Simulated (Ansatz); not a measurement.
Exchange couplings of GdAl (Pm-3m)

```xyz
2
Lattice="3.6280 0.0000 0.0000 0.0000 3.6280 0.0000 0.0000 0.0000 3.6280" Properties=species:S:1:pos:R:3 pbc="T T T"
Gd    0.0000    0.0000    0.0000
Al    1.8140    1.8140    1.8140
```

The source of the geometry is a structure from the Materials Project; atoms and cell stay fixed.

Settings: LDA, 10×10×10 k mesh, Fermi–Dirac smearing of 0.05 eV. AE-PAW is all-electron PAW in Ansatz 0.2.0 on datasets made for the crystal. Site moments are integrated in spheres about the atoms. Start moments (μB): Gd1 7.

Site moments (μB): Gd1 6.96, Al2 -0.03. Cell moment 7.04 μB.

Couplings come from the force theorem (directions of the magnetic atoms constrained, all else relaxed) on a 10×10×10 mesh, with E = −Σ J e_i·e_j over ordered pairs of unit vectors, so positive J favours parallel moments.

```csv
pair,count,J AE-PAW (meV),"J, frozen-core files (meV)"
Gd1–Gd at 3.63 Å,6,+2.45,+2.48
Gd1–Gd at 5.13 Å,12,-0.13,-0.15
Gd1–Gd at 6.28 Å,8,-0.98,-0.98
Gd1–Gd at 7.26 Å,6,-0.07,-0.07
Gd1–Gd at 8.11 Å,24,-0.18,-0.18
Gd1–Gd at 8.89 Å,24,-0.04,-0.03
Gd1–Gd at 10.26 Å,12,-0.15,-0.16
Gd1–Gd at 10.88 Å,30,+0.01,+0.01
Gd1–Gd at 11.47 Å,24,+0.03,+0.03
Gd1–Gd at 12.03 Å,24,+0.02,+0.02
Gd1–Gd at 12.57 Å,8,+0.06,+0.06
Gd1–Gd at 13.08 Å,24,+0.01,+0.01
```

The program reports that this state isn't the lowest of its own couplings. The gain of the softest rotation is smaller than what its band sum leaves out of a whole turn, though, so more bands could change its sign.

The couplings come from one mesh, and their convergence in k wasn't tested.

Without U a semilocal functional puts the f levels too near the Fermi level, which can change moments and the order of magnetic states; site and cell moments are spin moments. Spin–orbit coupling is left out although heavy atoms are present. With open f shells a run can end in a state that isn't the lowest. The program couldn't verify every level among the many empty bands that the force theorem sums over. The magnetic state is the one that this cell and start allow. It needn't be the compound's measured order, which may need a larger cell or be absent.
